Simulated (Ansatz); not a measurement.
Input, command and steps of an Ansatz relaxation.

```yaml
crystal:
  lattice:
    - [4.3941909199, 0.0, 0.0]
    - [0.0, 4.3941909199, 0.0]
    - [0.0, 0.0, 7.0935203434]
  atoms:
    - { symbol: "Y", position: [0.0, 0.0, 0.0] }
    - { symbol: In, position: [0.0, 0.5, 0.2972929897] }
    - { symbol: In, position: [0.0, 0.5, 0.7027070103] }
    - { symbol: In, position: [0.5, 0.0, 0.2972929897] }
    - { symbol: In, position: [0.5, 0.0, 0.7027070103] }
    - { symbol: In, position: [0.5, 0.5, 0.0] }
    - { symbol: Rh, position: [0.0, 0.0, 0.5] }
basis:
  ecutwfc: 420
kpoints:
  mp_grid: { grid: [8, 8, 6] }
hamiltonian:
  xc: pbesol
scf:
  occupations: { method: gaussian, width: 0.1 }
output:
  forces: true
  stress: true
  eigenvalues: true
relax:
  adjacent_minimum: "off"
  f_tol: 0.01
  max_steps: 30
  cell: { stress_tol: 0.1, fix: [volume] }
```

```bash
ansatz run input.yaml --threads 2 --pin off --max-ram 5120MiB --backend cpu --events-out ev --progress --plain --runs-dir out
```

All numbers below come from DFT PBEsol, scalar-relativistic, plane waves, PAW (Ansatz).

The volume is held at 0.88 times that of the relaxed cell.

Of 4 frames 3 are shown, positions in Å and forces in eV/Å; the SCF threshold varies from step to step. Steps run on the plane waves of an earlier cell, with a Pulay correction in the pressure. The basis is chosen afresh for the last frame, the zero of the energies, and at times for earlier ones too; energy and pressure step there, also at an unchanged geometry. The mark taken_back stands on steps that the optimiser undid.

```xyz
7
Lattice="4.3942 0.0000 0.0000 0.0000 4.3942 0.0000 0.0000 0.0000 7.0935" Properties=species:S:1:pos:R:3:forces:R:3 pbc="T T T" step=1 free_energy_over_end_meV_per_atom=0.28 pressure_GPa=14.34
Y     0.0000    0.0000    0.0000    0.0000    0.0000    0.0000
In    0.0000    2.1971    2.1089    0.0000    0.0000   -0.1211
In    0.0000    2.1971    4.9847    0.0000    0.0000    0.1211
In    2.1971    0.0000    2.1089    0.0000    0.0000   -0.1211
In    2.1971    0.0000    4.9847    0.0000    0.0000    0.1211
In    2.1971    2.1971    0.0000    0.0000    0.0000    0.0000
Rh    0.0000    0.0000    3.5468    0.0000    0.0000    0.0000
7
Lattice="4.3909 0.0000 0.0000 0.0000 4.3909 0.0000 0.0000 0.0000 7.1040" Properties=species:S:1:pos:R:3:forces:R:3 pbc="T T T" step=2 free_energy_over_end_meV_per_atom=0.89 pressure_GPa=13.97 taken_back
Y     0.0000    0.0000    0.0000    0.0000    0.0000    0.0000
In    0.0000    2.1955    2.0902    0.0000    0.0000    0.2168
In    0.0000    2.1955    5.0138    0.0000    0.0000   -0.2168
In    2.1955    0.0000    2.0902    0.0000    0.0000    0.2168
In    2.1955    0.0000    5.0138    0.0000    0.0000   -0.2168
In    2.1955    2.1955    0.0000    0.0000    0.0000    0.0000
Rh    0.0000    0.0000    3.5520    0.0000    0.0000    0.0000
7
Lattice="4.3917 0.0000 0.0000 0.0000 4.3917 0.0000 0.0000 0.0000 7.1016" Properties=species:S:1:pos:R:3:forces:R:3 pbc="T T T" step=4 free_energy_over_end_meV_per_atom=0.00 pressure_GPa=14.20
Y     0.0000    0.0000    0.0000    0.0000    0.0000    0.0000
In    0.0000    2.1959    2.1035    0.0000    0.0000    0.0028
In    0.0000    2.1959    4.9980    0.0000    0.0000   -0.0028
In    2.1959    0.0000    2.1035    0.0000    0.0000    0.0028
In    2.1959    0.0000    4.9980    0.0000    0.0000   -0.0028
In    2.1959    2.1959    0.0000    0.0000    0.0000    0.0000
Rh    0.0000    0.0000    3.5508    0.0000    0.0000    0.0000
```

Time: 19 s on 2 threads of AMD EPYC 9R45 96-Core Processor (Zen 5), with other jobs on the host, peak memory 0.76 GiB.